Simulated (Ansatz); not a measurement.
With DFT-PBE in the program Ansatz with PAW potentials, SnC in the zinc blende structure (F-43m) relaxes to a = 5.087 Å. Sn has 4 nearest neighbours from 2.20 Å (tetrahedral); C has 4 nearest neighbours from 2.20 Å (tetrahedral). Its formation energy from the elements is 0.82 eV/atom, with no fitted shifts.

It is gapped at this level: 0.62 eV (direct). The valence maximum lies at Γ and the conduction minimum at Γ. Gap from PBE with spin–orbit coupling: 0.61 eV. The electron mass is 0.062 mₑ (isotropic).

The bulk modulus is 122 GPa.

The start of the workflow was typed in or built on a structure type; neither database checked (COD, Materials Project) lists it. Its standing as an ambient phase is unchecked. The PBE relaxation kept the symmetry of its start; whether a distortion lowers the energy is not shown. Its formation energy is positive at this level, so the cell may be metastable or incomplete. The references are the lowest solids computed at this level, not always the standard phases. Spin–orbit coupling is left out wherever it is not named.

Potentials: the later of the program's two PAW sets.
